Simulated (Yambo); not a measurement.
Yambo run on NH₄F (space group P6_3mc, No. 186). The wavefunctions are norm-conserving LDA (Quantum ESPRESSO, 84 Ry, scalar-relativistic) ones on a 3×3×2 mesh (16 occupied bands); a = 4.408 Å, b = 4.408 Å, c = 7.136 Å, α = 90.00°, β = 90.00°, γ = 120.00°.

Yambo input:

```
rim_cut
HF_and_locXC
RandQpts= 10000
RandGvec= 1 Ry
EXXRLvcs= 84 Ry
VXCRLvcs= 336 Ry
% QPkrange
 1 | 1 | 16 | 17 |
 5 | 5 | 16 | 16 |
%
```

k points by index: 1 = Γ, 5 = K.

The o-*.hf file then holds:

```
#    K-point    Band    Eo [eV]    Ehf [eV]    Vxc [eV]    Vnlxc [eV]
#
    1    16    -0.278343    -7.408598    -21.04357    -28.17383
    1    17    5.938501    9.779819    -7.223103    -3.381785
    5    16    0.000000    -7.019939    -21.39591    -28.41585
```
Exchange alone, without screening.

Geometry of the Materials Project entry, not relaxed at this level.

The distance between layers or molecules is the database entry's, not relaxed here. Functionals without dispersion can leave it too large, which widens gaps and weakens the response across layers: the numbers belong to this cell.
